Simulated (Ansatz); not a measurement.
Is this Ti2W3 structure a true minimum?

The cell was found from a structure generator's guess, not taken from experiment.

Level of theory: Ansatz 0.2.0, DFT PBE, scalar-relativistic, plane waves, PAW. Cutoff 420 eV; k points 12×12×12 on the computed 5-atom cell (Γ-centred); Gaussian smearing, width 0.10 eV; no spin polarisation.

The cell below (5 atoms, space group R-3m (No. 166)) is relaxed within its symmetry.

```
Ti W
1.0
     2.24951    1.29875    4.59923
    -2.24951    1.29875    4.59923
     0.00000   -2.59751    4.59923
Ti W
2 3
Direct
  0.79690 0.79690 0.79690
  0.20310 0.20310 0.20310
  0.40295 0.40295 0.40295
  0.59705 0.59705 0.59705
  0.00000 0.00000 0.00000
```

For the test a repeat of it with 10 atoms (edges 4.50, 5.28, 7.79 Å) was strained at random (σ = 1.5 % a component), the atoms were moved at random (σ = 0.05 Å), and all was relaxed again on a coarse 6×6×4 mesh (in the run’s order of axes) with 0.20 eV smearing, with no symmetry imposed.

Spin–orbit coupling, which can matter for W, is left out.

Question: Is the structure stable against such a distortion?

Answer: It returns, within 1 meV/atom of the unmoved cell on that mesh and with the same symmetry when read at 0.1 Å. So it is stable against the distortions that fit this cell and that this random move excites. Modes that don't fit the cell aren't tested.
